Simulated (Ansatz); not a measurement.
**Relaxing boron (hcp)**

These are results of DFT, LDA (PW92), plane waves (420 eV) with PAW, scalar-relativistic (Ansatz), not measurements. The PAW files were generated under PBE, with cores re-solved for the functional.

k-point mesh 17×17×9, Fermi-Dirac smearing 0.1 eV, no spin polarisation. Cell and atoms relax.

Starting structure:

```cif
data_structure
_symmetry_space_group_name_H-M 'P 1'
_symmetry_Int_Tables_number 1
_cell_length_a 2.1006
_cell_length_b 2.1006
_cell_length_c 3.4303
_cell_angle_alpha 90.000
_cell_angle_beta 90.000
_cell_angle_gamma 120.000
_cell_volume 13.11
loop_
_atom_site_label
_atom_site_type_symbol
_atom_site_fract_x
_atom_site_fract_y
_atom_site_fract_z
_atom_site_occupancy
B1 B 0.33333 0.66667 0.25000 1
B2 B 0.66667 0.33333 0.75000 1
```

Task: What cell does the relaxation end in?

Result: P6_3/mmc with a = 1.696 Å, c = 6.934 Å (c/a = 4.088); 8.64 Å³ per atom against 6.55 at the start (31.8 %).

The cell has left the hcp structure type; it ends in P6_3/mmc.

Task: How much energy does the relaxation gain?

Result: 897.2 meV per atom.

Path of the relaxation (the plane waves are chosen anew near the end, which can shift the energy a little):

```json
{"step": "0", "E − E(final) (meV/atom)": "897.18", "V (Å³/atom)": "6.554", "P (GPa)": "-27.12", "max force (eV/Å)": "0.000"}
{"step": "1", "E − E(final) (meV/atom)": "823.98", "V (Å³/atom)": "6.127", "P (GPa)": "-14.95", "max force (eV/Å)": "0.000"}
{"step": "2", "E − E(final) (meV/atom)": "758.29", "V (Å³/atom)": "5.646", "P (GPa)": "8.11", "max force (eV/Å)": "0.000"}
{"step": "3", "E − E(final) (meV/atom)": "704.75", "V (Å³/atom)": "5.481", "P (GPa)": "23.13", "max force (eV/Å)": "0.000"}
{"step": "4", "E − E(final) (meV/atom)": "640.88", "V (Å³/atom)": "5.617", "P (GPa)": "19.29", "max force (eV/Å)": "0.000"}
{"step": "5", "E − E(final) (meV/atom)": "588.14", "V (Å³/atom)": "5.835", "P (GPa)": "11.50", "max force (eV/Å)": "0.000"}
{"step": "6", "E − E(final) (meV/atom)": "538.90", "V (Å³/atom)": "5.944", "P (GPa)": "10.26", "max force (eV/Å)": "0.000"}
{"step": "7", "E − E(final) (meV/atom)": "499.30", "V (Å³/atom)": "6.101", "P (GPa)": "6.20", "max force (eV/Å)": "0.000"}
{"step": "8", "E − E(final) (meV/atom)": "462.33", "V (Å³/atom)": "6.179", "P (GPa)": "6.67", "max force (eV/Å)": "0.000"}
{"step": "9", "E − E(final) (meV/atom)": "425.77", "V (Å³/atom)": "6.274", "P (GPa)": "5.94", "max force (eV/Å)": "0.000"}
{"step": "10", "E − E(final) (meV/atom)": "382.23", "V (Å³/atom)": "6.358", "P (GPa)": "3.95", "max force (eV/Å)": "0.000"}
{"step": "11", "E − E(final) (meV/atom)": "326.97", "V (Å³/atom)": "6.311", "P (GPa)": "11.19", "max force (eV/Å)": "0.000"}
{"step": "12", "E − E(final) (meV/atom)": "294.11", "V (Å³/atom)": "6.425", "P (GPa)": "11.57", "max force (eV/Å)": "0.000"}
{"step": "13", "E − E(final) (meV/atom)": "273.20", "V (Å³/atom)": "6.732", "P (GPa)": "0.95", "max force (eV/Å)": "0.000"}
{"step": "14", "E − E(final) (meV/atom)": "270.41", "V (Å³/atom)": "6.829", "P (GPa)": "1.72", "max force (eV/Å)": "0.000"}
{"step": "15", "E − E(final) (meV/atom)": "269.10", "V (Å³/atom)": "6.836", "P (GPa)": "-0.10", "max force (eV/Å)": "0.000"}
{"step": "16", "E − E(final) (meV/atom)": "269.07", "V (Å³/atom)": "6.828", "P (GPa)": "-0.01", "max force (eV/Å)": "0.000"}
{"step": "17", "E − E(final) (meV/atom)": "109.79", "V (Å³/atom)": "6.828", "P (GPa)": "8.75", "max force (eV/Å)": "0.000"}
{"step": "18", "E − E(final) (meV/atom)": "75.46", "V (Å³/atom)": "7.043", "P (GPa)": "5.81", "max force (eV/Å)": "0.000"}
{"step": "19", "E − E(final) (meV/atom)": "50.09", "V (Å³/atom)": "7.222", "P (GPa)": "5.19", "max force (eV/Å)": "0.000"}
{"step": "20", "E − E(final) (meV/atom)": "32.46", "V (Å³/atom)": "7.427", "P (GPa)": "4.08", "max force (eV/Å)": "0.000"}
{"step": "21", "E − E(final) (meV/atom)": "22.24", "V (Å³/atom)": "7.655", "P (GPa)": "2.03", "max force (eV/Å)": "0.000"}
{"step": "22", "E − E(final) (meV/atom)": "16.89", "V (Å³/atom)": "7.874", "P (GPa)": "0.69", "max force (eV/Å)": "0.000"}
{"step": "23", "E − E(final) (meV/atom)": "15.94", "V (Å³/atom)": "8.076", "P (GPa)": "0.07", "max force (eV/Å)": "0.000"}
{"step": "24", "E − E(final) (meV/atom)": "15.99", "V (Å³/atom)": "8.086", "P (GPa)": "0.01", "max force (eV/Å)": "0.000"}
```
